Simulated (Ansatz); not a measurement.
**Magnetic states of nickel, omega (AlB2-type)**

All numbers below come from Ansatz 0.2.0, DFT, r2SCAN, plane waves (500 eV) with PAW, scalar-relativistic. (PAW data from PBE, frozen cores regenerated.)

Each start was relaxed and then solved on a dense mesh, with Fermi-Dirac smearing of 0.05 eV (0.1 eV in a metal without spin) extrapolated to zero. Rows within 2 meV/atom of each other tie.

**Question.** Where does each start end, and how do the energies compare? Starts: ferromagnetic; non-magnetic.

**Answer.** 
| start | ends | ΔE (meV/atom) | V (Å³/atom) |
| --- | --- | --- | --- |
| ferromagnetic | ferromagnetic, net 0.72 μB per atom | 0.0 | 10.71 |
| non-magnetic | spin not included | 91.5 | 10.60 |
